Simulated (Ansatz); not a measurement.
ScB12 in space group Fm-3m (No. 225; Sc on 4a, B on 48i) under volume change, DFT-PBEsol in the program Ansatz with PAW potentials, shape and atoms relaxed at each volume.

```json
[
 {"V (Å³/atom)": "7.017", "E − E(relaxed) (meV/atom)": "50.1", "P (GPa)": "24.84"},
 {"V (Å³/atom)": "7.249", "E − E(relaxed) (meV/atom)": "21.2", "P (GPa)": "15.39"},
 {"V (Å³/atom)": "7.480", "E − E(relaxed) (meV/atom)": "5.0", "P (GPa)": "7.16"},
 {"V (Å³/atom)": "7.711", "E − E(relaxed) (meV/atom)": "0.0", "P (GPa)": "-0.02"},
 {"V (Å³/atom)": "7.943", "E − E(relaxed) (meV/atom)": "4.7", "P (GPa)": "-6.30"},
 {"V (Å³/atom)": "8.174", "E − E(relaxed) (meV/atom)": "17.8", "P (GPa)": "-11.80"},
 {"V (Å³/atom)": "8.405", "E − E(relaxed) (meV/atom)": "38.4", "P (GPa)": "-16.60"}
]
```

Task: What does a third-order Birch–Murnaghan fit give for V₀, B₀ and B′?

Result: V₀ = 7.71 Å³/atom, B₀ = 224 GPa, B′ = 3.5.

The first step of the workflow began from a Materials Project structure, measured or hypothetical; the Crystallography Open Database files this formula in space group No. 225, but the cells were not matched. Whether it is the stable phase at ambient conditions was not checked. The PBEsol relaxation kept the symmetry of its start. At this level the phase is dynamically unstable (imaginary phonons). The run is not spin-polarised.

Potentials: the later of the program's two PAW sets.
